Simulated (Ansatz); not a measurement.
TlCl (CsCl type)

```xyz
2
Lattice="3.9001 0.0000 0.0000 0.0000 3.9001 0.0000 0.0000 0.0000 3.9001" Properties=species:S:1:pos:R:3 pbc="T T T"
Tl     0.0000     0.0000     0.0000
Cl     1.9500     1.9500     1.9500
```

The slice is a {110} plane (indices of the conventional cell) through the point (0.500, 0.500, 0.500) (fractional), spanned by u = [100] and v = [011] in vectors of this cell: u (3.90 Å) and v (5.52 Å, at 90° to u). It covers one period; positions are fractions (u, v).

The numbers are results of PBE (plane waves to 420 eV, PAW, scalar-relativistic; Ansatz, an electronic-structure program), not measurements. k mesh 9×9×9. Near the nuclei the fields are pseudised (PAW); where an atom keeps semicore shells as valence, they peak there. Spin-orbit coupling is left out, though Tl is heavy. TlCl was relaxed with its symmetry unable to fall.

**Question.** Predict the map of the electron localisation function (ELF) on the slice.

**Answer.** 
```
|xxxxxx999999885522000000225588999999xxxx|
|xxxx9999999988551100000011558899999999xx|
|9999999999886633110000001133668899999999|
|9999999988774411000000000011447788999999|
|9999998877441100000000000000114477889999|
|8888775533110000001111110000001133557788|
|5555332211000011222222222211000011223355|
|2211110000001122333333333322110000001111|
|0000000011223333444444444433332211000000|
|0000001122334444444444444444443322110000|
|0000002233444444442222224444444433220000|
|000011223344443311xxxxxx1133444433221100|
|0000113344444422xxxxxxxxxx22444444331100|
|0000113344444422xxxxxxxxxx22444444331100|
|0000113344444422xxxxxxxxxx22444444331100|
|000011223344443311xxxxxx1133444433221100|
|0000002233444444442222224444444433220000|
|0000001122334444444444444444443322110000|
|0000000011223333444444444433332211000000|
|2211110000001122333333333322110000001111|
|5555332211000011222222222211000011223355|
|8888775533110000001111110000001133557788|
|9999998877441100000000000000114477889999|
|9999999988774411000000000011447788999999|
|9999999999886633110000001133668899999999|
|xxxx9999999988551100000011558899999999xx|
|xxxxxx999999885522000000225588999999xxxx|
|xxxxxx999999886622000000226688999999xxxx|
```
Scale: ten equal steps from 0.02 (start of '0') to 0.87 (end of '9'), in the order '0123456789'. Values: electron localisation function (ELF). The map has 20 points along u (two characters each, u = 0 at the left) and 28 along v (v = 0 in the bottom row). Points within 0.5 Å of a nucleus are blanked (x), as the pseudised field means little there.
